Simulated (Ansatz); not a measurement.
## WC: a sublattice moved along a line

The calculation used Ansatz, DFT PBEsol, scalar-relativistic, plane waves, PAW. Cutoff 420 eV, Γ-centred 18×18×18 k-points, Gaussian smearing of 0.15 eV. Spin–orbit coupling is left out, which can shift energies with elements as heavy as these. No spin polarisation. Energies are free energies at this smearing, counted from the undisturbed cell; pressure is positive in compression.

Reference structure (as given, not relaxed at this level; it stands at -10.1 GPa; this rock-salt form isn't the usual structure):

```
W C
1.0
     0.00000    2.19268    2.19268
     2.19268    0.00000    2.19268
     2.19268    2.19268    0.00000
W C
1 1
Direct
  0.00000 0.00000 0.00000
  0.50000 0.50000 0.50000
```

Every W atom is moved by x along the Cartesian unit vector (0.000, -0.707, -0.707); the cell and all other atoms stay fixed. The cell is metallic on the mesh throughout. At -10 GPa the given cell is far from its own equilibrium, so these figures belong to a strongly strained crystal.

```
  x (Å)  ΔE (meV/cell)
-0.2000          140.7
-0.1000           31.7
 0.0000            0.0
 0.0250            1.8
 0.0500            7.5
 0.0750           17.3
 0.1250           51.0
 0.1500           75.5
 0.1750          105.4
```

Predict the force along x on the moved atoms (eV/Å) at each point.

| x (Å) | force along x on the moved atoms (eV/Å) |
| --- | --- |
| -0.2000 | 1.52 |
| -0.1000 | 0.67 |
| 0.0000 | 0.00 |
| 0.0250 | -0.15 |
| 0.0500 | -0.31 |
| 0.0750 | -0.48 |
| 0.1250 | -0.87 |
| 0.1500 | -1.09 |
| 0.1750 | -1.30 |